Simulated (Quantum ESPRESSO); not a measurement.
## Nb2ZrF2O6 (convergence and cost over cutoff and k mesh)

A calculation, not a measurement. The program is pw.x of Quantum ESPRESSO 7.5 (plane-wave density functional theory). The cell is made up: 11 atoms on a rutile lattice with one site empty, with randomly drawn elements, strain and displacements, not relaxed. PseudoDojo standard norm-conserving files (v0.5 for PBE, v0.4.1 for LDA and PBEsol) set the functional; there is no spin polarisation, spin-orbit coupling or dispersion term, and the masses in the input are unused placeholders.

Input of the run in row 4:

```
&control calculation='scf', pseudo_dir='./dojo.nc.sr.pbe.v0_5.standard.upf', outdir='./o', disk_io='medium', tprnfor=.true., tstress=.true. /
&system ibrav=0, nat=11, ntyp=4, nbnd=50, ecutwfc=84.00895049, nosym=.true., tot_charge=0,
 occupations='smearing', smearing='fd', degauss=0.0018374661
/
&electrons conv_thr=7.350e-09, electron_maxstep=60, /
ATOMIC_SPECIES
F 1.0 F.upf
Nb 1.0 Nb.upf
O 1.0 O.upf
Zr 1.0 Zr.upf
CELL_PARAMETERS angstrom
5.03 0.0 0.0
0.0 5.03 0.0
0.0 0.0 6.7135
ATOMIC_POSITIONS angstrom
Nb -0.0805 0.1794 0.2883
Zr 0.1336 -0.0465 3.3069
Nb 2.438 2.519 4.9901
F 1.5262 1.4217 0.1142
O 3.633 3.4612 0.0403
O 4.137 0.9546 1.7762
O 1.0546 3.9938 1.7477
O 1.6301 1.7938 3.3435
O 3.4069 3.5136 3.2725
F 4.0801 1.0304 5.1193
O 0.9577 3.9709 5.002
K_POINTS automatic
4 4 3 1 1 1
```

The same cell was run at these settings. Meshes are shifted by half a step, and differences are from the last row, which is itself not exact.

```
cutoff (eV)     k mesh  k points solved  threshold (eV)  free energy less the last row's (eV)  pressure (GPa)  largest stress difference (GPa)  largest force difference (eV/Å)  iterations  wall time (s)  k-point pools                  processor
        800  2 x 2 x 2                4           1e-04                                 1.630          -32.31                            11.14                            0.047          15             88              1      AMD EPYC, Zen 5 class
       1143  2 x 2 x 2                4           1e-07                                 0.007          -21.39                             0.14                            0.033          20            117              1      AMD EPYC, Zen 5 class
        763  4 x 4 x 3               24           1e-07                                 2.654          -37.28                            15.93                            0.028          21            136              4  Intel Xeon, 2023 or later
       1143  4 x 4 x 3               24           1e-07                                 0.004          -21.38                             0.03                            0.002          21            488              1      AMD EPYC, Zen 5 class
       1467  6 x 6 x 5               90           1e-07                                 0.000          -21.35                             0.00                            0.000          21           1353              4  Intel Xeon, 2023 or later
```

Each pool is one process. Wall times include start-up and a band step at six k points, which weighs most on the coarsest meshes. The runs were on shared virtual cores whose load varied, so times are rough.